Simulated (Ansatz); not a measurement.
What strain does to NaGeCl₃ (cubic perovskite)

NaGeCl₃ in the cubic perovskite structure, relaxed with r2SCAN in the PAW code Ansatz. The symmetry is Pm-3m (No. 221, cubic); a = 5.191 Å in the conventional setting, 27.97 Å³ an atom. Around Na lie 12 Cl at 3.67 Å; around Ge lie 6 Cl at 2.60 Å; around Cl lie 2 Ge at 2.60 Å and 4 Na at 3.67 Å.

The axes x, y and z are those of this cell:
```xyz
5
Lattice="5.1909 0.0000 0.0000 0.0000 5.1909 0.0000 0.0000 0.0000 5.1909" Properties=species:S:1:pos:R:3 pbc="T T T"
Na    0.0000    0.0000    0.0000
Ge    2.5954    2.5954    2.5954
Cl    2.5954    2.5954    0.0000
Cl    2.5954    0.0000    2.5954
Cl    0.0000    2.5954    2.5954
```

Unstrained: PBE gives a direct gap of 0.665 eV at R. r2SCAN gives a direct gap of 0.768 eV at R. The HSE06 gap is direct at R: 1.184 eV. Meshes: PBE 6×6×6, r2SCAN 6×6×6, HSE06 4×4×4. Strains are changes of length per length. After each strain the atoms were relaxed again with r2SCAN within the symmetry that the strain leaves, so tilts or polar shifts that break it weren't tested; points keep the names that they have in the unstrained zone. No spin polarisation and no zero-point or thermal motion; the cell was built from a prototype and may be hypothetical.

Changes of the least gap in eV (an overlap counts as a negative gap):

| strain | volume change (%) | space group | PBE | r2SCAN | HSE06 | energy rise, r2SCAN (meV/atom) |
| --- | --- | --- | --- | --- | --- | --- |
| isotropic +4.0 % on every length | +12.5 | Pm-3m | +0.586 | +0.631 | +0.674 | 36.5 |
| uniaxial +1.5 % along x | +1.5 | P4/mmm | -0.002 | -0.001 | +0.008 | 1.8 |
| epitaxial +5.0 % in the xy plane, free normal strain -1.51 % | +8.6 | P4/mmm | +0.218 | +0.239 | +0.273 | 29.8 |
| isotropic -2.5 % on every length | -7.3 | Pm-3m | -0.469 | -0.503 | -0.534 | 11.8 |

Isotropic +4.0 % on every length. HSE06: the gap goes from 1.184 to 1.858 eV (+0.674 eV). Stress change with r2SCAN, compression positive: xx -2.59, yy -2.59, zz -2.59 GPa. For HSE06, dE_g/d ln V = 5.7 eV over this step.

Uniaxial +1.5 % along x, other directions held. HSE06: the gap goes from 1.184 to 1.192 eV (+0.008 eV). Stress change with r2SCAN, compression positive: xx -0.88, yy -0.15, zz -0.15 GPa.

Epitaxial +5.0 % in the xy plane, free normal strain -1.51 %. HSE06: the gap goes from 1.184 to 1.457 eV (+0.273 eV). Stress change with r2SCAN, compression positive: xx -2.65, yy -2.65, zz +0.05 GPa.

Isotropic -2.5 % on every length. HSE06: the gap goes from 1.184 to 0.650 eV (-0.534 eV). Stress change with r2SCAN, compression positive: xx +2.49, yy +2.49, zz +2.49 GPa. For HSE06, dE_g/d ln V = 7.0 eV over this step.

Spin-orbit coupling is left out.

The meshes of the hybrids are coarse, so their gaps aren't converged to the digits shown.
